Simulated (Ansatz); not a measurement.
Input:

Fe2O3:
```xyz
10
Lattice="2.5484 1.4713 4.5925 -2.5484 1.4713 4.5925 0.0000 -2.9426 4.5925" Properties=species:S:1:pos:R:3 pbc="T T T"
Fe     0.0000     0.0000     4.8925
Fe     0.0000     0.0000     1.9962
Fe     0.0000     0.0000     8.8849
Fe     0.0000     0.0000    11.7813
O     -0.9921     1.4713     8.0369
O     -0.7782    -1.5948     8.0369
O      1.7702     0.1235     8.0369
O      0.9921    -1.4713     5.7406
O      0.7782     1.5948     5.7406
O     -1.7702    -0.1235     5.7406
```
Starting moments (μB, in the order of the atoms Fe Fe Fe Fe O O O O O O): 4.1 4.1 4.1 4.1 0.6 0.6 0.6 0.6 0.6 0.6.

This is the r²SCAN-relaxed structure. Tensor components refer to the Cartesian frame of this cell.

**Question.** All from plane-wave PAW r²SCAN (Ansatz code), unless another level is named. Give the hole effective mass, band 2 of 2 at the edge.

**Answer.** 0.76 along x, 2.5 along z (mₑ).

**Question.** Predict the formation energy from the elements (no fitted shifts).

**Answer.** -1.50 eV/atom.

**Question.** What about the smallest direct gap on the standard path?

**Answer.** 0.65 eV.

Space group R-3c (corundum). The cell was relaxed with r²SCAN under the symmetry of its start. Spin order of the final state: ferromagnetic, chosen from 2 collinear starts compared on coarse meshes (ties went to the first, and starts can fall back to one state), not a proven ground state. Textbook magnetic order: antiferromagnetic. The program gave a warning on the electronic state, which may not be the lowest. No Hubbard U is applied. The references are the lowest solids computed at this level, not always the standard phases (solids in place of the gases).

Potentials: the later of the program's two PAW sets.
